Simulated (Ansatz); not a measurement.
# Ti$_{4}$O$_{3}$ (I4/mmm), one atom moved along a line

Computed with DFT PBEsol, scalar-relativistic, plane waves, PAW (Ansatz 0.2.0). Settings: plane waves to 420 eV, k-mesh 14×14×14 (Γ-centred), Gaussian smearing 0.15 eV. No spin polarisation. Energies are free energies at this smearing, counted from the undisturbed cell; pressure is positive in compression.

The starting cell (relaxed at this level; it needn't be the usual structure):

```yaml
crystal:
  lattice:
    - [-2.10587, 2.10587, 4.10402]
    - [2.10587, -2.10587, 4.10402]
    - [2.10587, 2.10587, -4.10402]
  atoms:
    - { symbol: Ti, position: [0.00000, 0.50000, 0.50000] }
    - { symbol: Ti, position: [0.25988, 0.25988, 0.00000] }
    - { symbol: Ti, position: [0.50000, 0.00000, 0.50000] }
    - { symbol: Ti, position: [0.74012, 0.74012, 0.00000] }
    - { symbol: O, position: [0.75000, 0.25000, 0.50000] }
    - { symbol: O, position: [0.00000, 0.00000, 0.00000] }
    - { symbol: O, position: [0.25000, 0.75000, 0.50000] }
```

Atom 5 (O) is moved by x along the Cartesian unit vector (0.000, 0.000, 1.000); the cell and all other atoms stay fixed. The cell is metallic on the mesh throughout.

| x (Å) | ΔE (meV/cell) | force along x on the moved atoms (eV/Å) | pressure (GPa) |
| --- | --- | --- | --- |
| -0.1000 | 70.8 | 1.44 | 0.6 |
| -0.0333 | 7.7 | 0.47 | 0.1 |
| 0.0000 | 0.0 | 0.00 | 0.0 |
| 0.0167 | 1.9 | -0.23 | 0.0 |
| 0.0500 | ? | ? | 0.2 |
| 0.0667 | 31.2 | -0.94 | 0.3 |
| 0.0833 | ? | ? | 0.4 |

By symmetry 0.1000 repeats -0.1000, -0.0667 repeats 0.0667, 0.0333 repeats -0.0333 in energy; the slope of the energy along the path changes sign there.

Question: Give the withheld values.

Answer: ΔE (meV/cell) at x (Å) = 0.0500: 17.5; force along x on the moved atoms (eV/Å) at x (Å) = 0.0500: -0.70; ΔE (meV/cell) at x (Å) = 0.0833: 48.9; force along x on the moved atoms (eV/Å) at x (Å) = 0.0833: -1.19.

Cost: 7 runs of about 6.1 core-minutes in all, on Intel Xeon 6975P-C (Granite Rapids) (shared hosts).